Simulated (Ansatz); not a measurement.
Input:

Relaxed Re (hcp, Mg type):

```
CELL_PARAMETERS angstrom
      2.77518     0.00000     0.00000
     -1.38759     2.40338     0.00000
      0.00000     0.00000     4.48302
ATOMIC_POSITIONS crystal
  Re 0.33333 0.66667 0.75000
  Re 0.66667 0.33333 0.25000
```

Scan: atom 2 (Re, nearest neighbour Re at 2.755 Å; its periodic images, 2.8 Å or more away, move with it) is displaced along Cartesian [110], direction (0.707, 0.707, 0.000) in Cartesian axes, by s. The other atoms stay.

All values below come from PBE (plane waves to 420 eV, PAW, scalar-relativistic; Ansatz, an electronic-structure program). k mesh 15×15×9 (Γ-centred), Fermi-Dirac smearing 0.05 eV. E stands for the smeared free energy. With partly filled bands, energies and forces of such displacements shift with the k mesh and the smearing. Re is run without spin polarisation. Re was relaxed with its symmetry unable to fall. Spin-orbit coupling is left out, though Re is heavy. The PAW data are Ansatz's earlier set. ΔE is measured from the undisplaced structure.

The scan covers s from -0.280 to 0.280 Å in 11 points.

Task: Is the energy the same for displacements of ±0.280 Å, and if not, which side lies higher?

Result: Not even: the positive side lies higher at ±0.280 Å. With its periodic images moving along, the atom's site symmetry in this cell is -6m2.

Task: What force acts on the atom along the line at s = -0.280 Å?

Result: 1.07 eV/Å.

Task: What is the force constant k = d²E/ds² of this move at s = 0?

Result: 4.82 eV/Å².

Task: With two atoms in the cell this is the zone-centre optical mode. What wavenumber follows?

Result: 119 cm⁻¹.

(For displaced atoms, the force is minus the slope of the energy, and its curvature is a force constant, which sets phonon frequencies.)
